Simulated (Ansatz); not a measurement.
# MnPt$_{3}$ (Pm-3m), clamped-ion strain scan

Theory: DFT PBEsol, scalar-relativistic, plane waves, PAW in Ansatz. The runs took a 420 eV cutoff, a Γ-centred 12×12×12 mesh and Gaussian smearing (0.15 eV). Spin–orbit coupling is left out, which matters for the heavy elements here. Collinear spins, started from moments 4.1, 0.2, 0.2, 0.2 μB in atom order; the magnetic state may not be the lowest. Energies are free energies at this smearing, counted from the undisturbed cell; pressure is positive in compression.

Zero of the scan (relaxed at this level; it needn't be the usual structure):

```
CELL_PARAMETERS angstrom
3.87307 0.00000 0.00000
0.00000 3.87307 0.00000
0.00000 0.00000 3.87307
ATOMIC_POSITIONS crystal
Mn 0.00000 0.00000 0.00000
Pt 0.00000 0.50000 0.50000
Pt 0.50000 0.00000 0.50000
Pt 0.50000 0.50000 0.00000
```

The cell is strained by ε times the Voigt pattern (0, 0, 1, 0, 0, 0) (xx, yy, zz, yz, xz, xy; engineering shear) with fractional coordinates fixed. The cell is metallic on the mesh throughout.

```csv
ε,ΔE (meV/atom)
-0.1000,194.0
-0.0500,44.2
0.0000,0.0
0.0250,9.5
0.0750,76.9
0.1000,129.3
```